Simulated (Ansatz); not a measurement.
Mg₂Sn (antifluorite type, space group Fm-3m)

```
Mg2Sn
1.0
    0.00000     3.37302     3.37302
    3.37302     0.00000     3.37302
    3.37302     3.37302     0.00000
Sn Mg
1 2
Cartesian
  0.00000   0.00000   0.00000
  1.68651   1.68651   1.68651
  5.05953   5.05953   5.05953
```

The relaxed cell is deformed in two ways at once: its volume V is scaled, and at that volume it is stretched along z (the c axis of the conventional cell) so that c/a changes. Fractional atomic positions are held.

Computed with PBEsol (plane waves to 420 eV, PAW, scalar-relativistic; Ansatz, a quantum-chemistry and plane-wave program). k mesh 12×12×12 (Γ-centred), Fermi-Dirac smearing 0.05 eV. Stress and pressure are positive under compression. With partly filled bands, the response to shear is sensitive to the k mesh, so small differences along c/a are uncertain. At this level the bands of Mg2Sn touch or barely overlap; measurements give the solid a gap. Mg2Sn was relaxed with its symmetry unable to fall. 

Estimate the σxx (GPa) for all points of the grid V/V₀ = 0.960, 0.980, 1.000, 1.020, 1.040 by (c/a)/(c/a)₀ = 0.920, 0.960, 1.000, 1.040, 1.080.

σxx (GPa), with V/V₀ across and (c/a)/(c/a)₀ down:

```csv
(c/a)/(c/a)₀ \ V/V₀,0.960,0.980,1.000,1.020,1.040
0.920,0.7,-0.3,-1.2,-1.9,-2.6
0.960,1.3,0.3,-0.6,-1.4,-2.1
1.000,1.9,0.9,0.0,-0.8,-1.6
1.040,2.7,1.6,0.7,-0.2,-0.9
1.080,3.4,2.4,1.4,0.5,-0.2
```

(Under strain, the slope of the energy per volume gives the stress and its curvature an elastic modulus.)
